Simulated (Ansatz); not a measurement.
## Data sheet: ZrMo (DFT)

ZrMo:
```
CELL_PARAMETERS angstrom
      0.00000     2.74799     2.74799
      2.74799     0.00000     2.74799
      2.74799     2.74799     0.00000
ATOMIC_POSITIONS crystal
  Mo 0.00000 0.00000 0.00000
  Zr 0.50000 0.50000 0.50000
```

Space group Fm-3m (No. 225), rock salt; conventional cell a = b = c = 5.4960 Å, α = β = γ = 90.00°.

Method: the program Ansatz at the PBE level (PAW). The cell and atoms are relaxed at this level. Other levels are named where they apply.

Cell and energy:

| Quantity | Result |
|---|---|
| Volume per atom | 20.75 Å³ |
| Density | 7.49 g/cm³ |
| Formation energy from the elements (no fitted shifts) | 0.97 eV/atom |

Electronic structure:

| Item | Result |
|---|---|
| Electronic character | metallic (no gap) |
| Density of states at the Fermi level | 1.4 states/eV per atom (mean over ±0.08 eV) |
| Gap with spin–orbit coupling | none (metallic) |

Mechanics:

| Property | Value |
|---|---|
| Bulk modulus (Birch–Murnaghan fit) | 116 GPa |
| Pressure derivative B′ | 4.0 |

The start of the workflow was typed in or built on a structure type; neither database checked (COD, Materials Project) lists it. Its standing as an ambient phase is unchecked. The PBE relaxation kept the symmetry of its start; whether a distortion lowers the energy is not shown. The run is not spin-polarised. Its formation energy is positive at this level, so the cell may be metastable or incomplete. The references are the lowest solids computed at this level, not always the standard phases. Scalar-relativistic: spin–orbit coupling is off unless named, which matters more the heavier the elements.

Potentials: the later of the program's two PAW sets.
